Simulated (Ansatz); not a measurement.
The start is a generated cell, ZnO placed in the wurtzite structure type. The structure is fully relaxed (lattice and positions, P = 0) with PBEsol (plane waves to 420 eV, PAW, scalar-relativistic; Ansatz, an electronic-structure program). The first steps use a coarse 8×8×5 k-mesh.

Initial structure:
```
CELL_PARAMETERS angstrom
      3.13752     0.00000     0.00000
     -1.56876     2.71717     0.00000
      0.00000     0.00000     5.13853
ATOMIC_POSITIONS crystal
  Zn 0.66667 0.33333 0.00000
  Zn 0.33333 0.66667 0.50000
  O  0.66667 0.33333 0.62520
  O  0.33333 0.66667 0.12520
```

**Question.** What pressure does the first self-consistent step give?

**Answer.** +12.5 GPa (positive: the cell is compressed).

**Question.** How much energy is released per atom?

**Answer.** 0.03 eV/atom.

**Question.** How does the volume per atom move from start to end?

**Answer.** +7.6 %, from 10.95 to 11.79 Å³/atom.

**Question.** How do the shortest distances between atoms change?

**Answer.** The closest pairs of elements (up to four, under 3.6 Å), start → end: O–Zn 1.92 → 1.97 Å; Zn–Zn 3.14 → 3.21 Å; O–O 3.14 → 3.21 Å.

**Question.** What band gap does the relaxed structure have at this level?

**Answer.** 0.70 eV, direct at Γ (no spin-orbit coupling).

**Question.** Write out the relaxed structure.

**Answer.** 
Space group P6₃mc (No. 186); a = b = 3.231 Å, c = 5.216 Å, α = β = 90.00°, γ = 120.00°

```
atom  site  symmetry       x       y       z
----  ----  --------  ------  ------  ------
Zn      2b       3m.  0.6667  0.3333  0.0021
O       2b       3m.  0.3333  0.6667  0.1231
```

The space group stays P6₃mc (No. 186) (the run could not lower it); the end is wurtzite type, with 4 atoms in the primitive cell. Final values are on a 12×12×7 k-mesh of the relaxed cell. No spin polarisation in the result.

The run could not lose the symmetry of its start; a randomly shaken copy of 4 atoms returns to this structure.
